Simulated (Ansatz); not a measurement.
# One atom moved along a line in CoW3

Theory: DFT PBEsol, scalar-relativistic, plane waves, PAW (Ansatz 0.2.0). The runs took a 420 eV cutoff, a Γ-centred 12×12×12 mesh and Gaussian smearing (0.15 eV). Spin–orbit coupling is left out, which matters for the heavy elements here. No spin polarisation. A magnetic state may lie lower. Energies are free energies at this smearing, counted from the undisturbed cell; pressure is positive in compression.

The starting cell (relaxed at this level; it needn't be the usual structure):

```xyz
4
Lattice="3.8582 0.0000 0.0000 0.0000 3.8582 0.0000 0.0000 0.0000 3.8582" Properties=species:S:1:pos:R:3 pbc="T T T"
Co    0.0000    0.0000    0.0000
W     0.0000    1.9291    1.9291
W     1.9291    0.0000    1.9291
W     1.9291    1.9291    0.0000
```

Atom 2 (W) is moved by x along the Cartesian unit vector (0.000, 0.000, 1.000); the cell and all other atoms stay fixed. The cell is metallic on the mesh throughout.

```
  x (Å)  ΔE (meV/cell) force along x on the moved atoms (eV/Å) pressure (GPa)
-0.2000          271.1                                     2.66             2.6
-0.1200           98.8                                     1.63             0.9
-0.0400           11.1                                     0.55             0.1
 0.0000            0.0                                     0.00             0.0
 0.0600              ?                                    -0.83               ?
 0.0800           44.1                                    -1.10             0.4
 0.1000           68.8                                    -1.37             0.7
 0.1400              ?                                    -1.90               ?
 0.1600              ?                                        ?             1.7
 0.1800          220.4                                    -2.41             2.1
```

By symmetry 0.2000 repeats -0.2000, -0.1600 repeats 0.1600, 0.1200 repeats -0.1200, -0.0800 repeats 0.0800, 0.0400 repeats -0.0400 in energy; the slope of the energy along the path changes sign there.

Problem. Give the withheld values.

Solution. ΔE (meV/cell) at x (Å) = 0.0600: 24.8; pressure (GPa) at x (Å) = 0.0600: 0.3; ΔE (meV/cell) at x (Å) = 0.1400: 134.1; pressure (GPa) at x (Å) = 0.1400: 1.3; ΔE (meV/cell) at x (Å) = 0.1600: 174.7; force along x on the moved atoms (eV/Å) at x (Å) = 0.1600: -2.16.

Cost: 10 runs of about 4.3 core-minutes in all, on Intel Xeon 6975P-C (Granite Rapids) (shared hosts).